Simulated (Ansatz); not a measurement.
Crystals of one structure type (rock salt) and one family of elements, relaxed and computed with PBE (plane waves, PAW; program Ansatz).

| crystal | V (Å³/atom) | B₀ by P(V) fit (GPa) |
|---|---|---|
| TiC | 10.17 | 250 |
| HfC | 12.58 | 233 |
| ZrC | 13.05 | 222 |
| TiGe | 17.51 | 109 |
| HfSi | 19.20 | 117 |
| ZrSi | 19.65 | ? |
| ZrGe | 20.56 | 110 |

Task: Fit a straight line to ln B₀ against ln V and predict the withheld value.

Result: Least squares on the 6 shown rows: ln B₀ = -1.40 × ln V + (8.883), with a scatter of 11 %. For ZrSi this gives 111. The run itself gave 113, within the scatter.

Constructed cells (a structure type filled with these elements, in neither database checked): TiGe, rock salt; HfSi, rock salt; ZrSi, rock salt; ZrGe, rock salt. All cells were relaxed under the symmetry of their starts (and spin orders); stability against distortions was not tested throughout. Rows with no word on spin ran without spin polarisation. Scalar-relativistic: spin–orbit coupling is off unless named, which matters more the heavier the elements.

Potentials: the later of the program's two PAW sets.
